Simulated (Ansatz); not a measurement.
ZnS:
```cif
data_S4Zn4
_chemical_formula_sum 'Zn4 S4'
_space_group_name_H-M_alt 'P63mc'
_space_group_IT_number 186
_space_group_name_Hall 'P 6c -2c'
_cell_length_a 3.80829
_cell_length_b 3.80829
_cell_length_c 12.46775
_cell_angle_alpha 90.000
_cell_angle_beta 90.000
_cell_angle_gamma 120.000
loop_
_atom_site_label
_atom_site_type_symbol
_atom_site_symmetry_multiplicity
_atom_site_Wyckoff_symbol
_atom_site_fract_x
_atom_site_fract_y
_atom_site_fract_z
_atom_site_occupancy
Zn1 Zn 2 b 0.33333 0.66667 0.25007 1
Zn2 Zn 2 a 0.00000 0.00000 0.00012 1
S1 S 2 b 0.33333 0.66667 0.43758 1
S2 S 2 a 0.00000 0.00000 0.18723 1
```

Relaxed with r²SCAN. Plane-wave PAW r²SCAN (Ansatz code) gives a gap of 2.74 eV.

What gap does HSE06 give on the same cell (Ansatz, PAW)?

3.41 eV, 0.67 eV more. The hybrid was solved on a coarser mesh and at special points; its gap is the smallest among all of these.

| k | v1 r²SCAN | c1 r²SCAN | v1 HSE06 | c1 HSE06 |
|---|---|---|---|---|
| Γ | 0.00 | 2.74 | 0.00 | 3.41 |
| A | -0.15 | 3.56 | -0.15 | 4.25 |
| K | -1.39 | 5.01 | [?] | [?] |
| H | -1.67 | 4.74 | [?] | [?] |
| M | -0.91 | 3.74 | [?] | [?] |
| L | -1.14 | 4.08 | [?] | [?] |

Top valence (v1) and lowest conduction level (c1) in eV from each method's valence maximum (which need not be a listed point): supply the withheld HSE06 values.


- H, v1 HSE06: -1.72
- H, c1 HSE06: 5.48
- L, v1 HSE06: -1.18
- L, c1 HSE06: 4.82
- K, v1 HSE06: -1.41
- K, c1 HSE06: 5.79
- M, v1 HSE06: -0.93
- M, c1 HSE06: 4.44

Cost on shared cores: the r²SCAN run (SCF on a 8×8×3 mesh, then bands and DOS) about 2.6 core-minutes (a rough figure), the HSE06 run (SCF on 5×5×2, then a few points) very roughly 6 core-minutes; the tasks are unlike.

Space group P6_3mc (4H polytype). The r²SCAN relaxation kept the symmetry of its start.

Potentials: the later of the program's two PAW sets.
